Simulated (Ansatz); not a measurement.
**Calculated quadrupolar parameters for Si3N4**

The cell is a structure deposited in the COD whose atoms were relaxed with PBE, the cell held.

Space group P6_3/m (No. 176); a = 7.6170, c = 2.9134 Å, γ = 120.00°.

| site | Wyckoff | site symmetry | x | y | z |
| --- | --- | --- | --- | --- | --- |
| Si | 6h | m.. | 0.1740 | 0.7679 | 0.2500 |
| N7 | 2c | -6.. | 0.3333 | 0.6667 | 0.2500 |
| N9 | 6h | m.. | 0.3298 | 0.0300 | 0.2500 |

One atom of each set is listed.

Computed with Ansatz: DFT, PBEsol, plane waves and PAW, scalar-relativistic, 420 eV cutoff, Γ-centred 4×4×9 k-points, Fermi–Dirac smearing 0.02 eV.

C_Q = eQV_zz/h, which is 24.18 MHz for Q = 1 b and V_zz = 10²¹ V/m²; η = (V_xx − V_yy)/V_zz.

¹⁴N: I = 1, Q = 20.44 mb. Quadrupole moments are those of Pyykkö's year-2017 table.

(1) What field gradients does the calculation give at each kind of site?

## Answers

(1) 

```
site  atoms         first shell  V_zz (10²¹ V/m²)     η  C_Q (MHz)
  Si      6  4 N at 1.73–1.74 Å              0.97  0.42          –
  N7      2      3 Si at 1.73 Å             -4.72  0.00      -2.33
  N9      6      3 Si at 1.74 Å             -4.80  0.08      -2.37
```

An axis of threefold or higher order runs through N7, so V_zz lies along it and η is zero. At N9 V_zz stands upright on the plane through its three neighbours (within 3°).

Si has no stable isotope with a ground-state quadrupole moment in the table, so no C_Q is given.
